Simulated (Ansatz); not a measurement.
Input:

YOF:
```xyz
6
Lattice="1.8688 1.0790 6.1911 -1.8688 1.0790 6.1911 0.0000 -2.1579 6.1911" Properties=species:S:1:pos:R:3 pbc="T T T"
Y      0.0000     0.0000    13.7776
Y      0.0000     0.0000     4.7956
O      0.0000     0.0000    11.5376
O      0.0000     0.0000     7.0356
F      0.0000     0.0000     2.4224
F      0.0000     0.0000    16.1509
```

This is the LDA-relaxed structure. Tensor components refer to the Cartesian frame of this cell.

Question: All from LDA in the plane-wave PAW code Ansatz, unless another level is named. Estimate the Hill bulk and shear moduli.

Answer: 160 and 73.6 GPa.

Question: And the elastic constants (relaxed ions, GPa)?

Answer: C11 = 262, C12 = 117, C13 = 112, C14 = 24.4, C33 = 236, C44 = 86.4.

Question: Next, the highest zone-centre frequency (without LO–TO term)?

Answer: 492 cm⁻¹.

Space group R-3m. The first step of the workflow began from a Materials Project structure, measured or hypothetical; the Crystallography Open Database files this formula in space group No. 166, but the cells were not matched. Whether it is the stable phase at ambient conditions was not checked. The cell was relaxed with LDA under the symmetry of its start; of distortions, only those at the zone centre were tested. The run is not spin-polarised.

Potentials: the later of the program's two PAW sets.
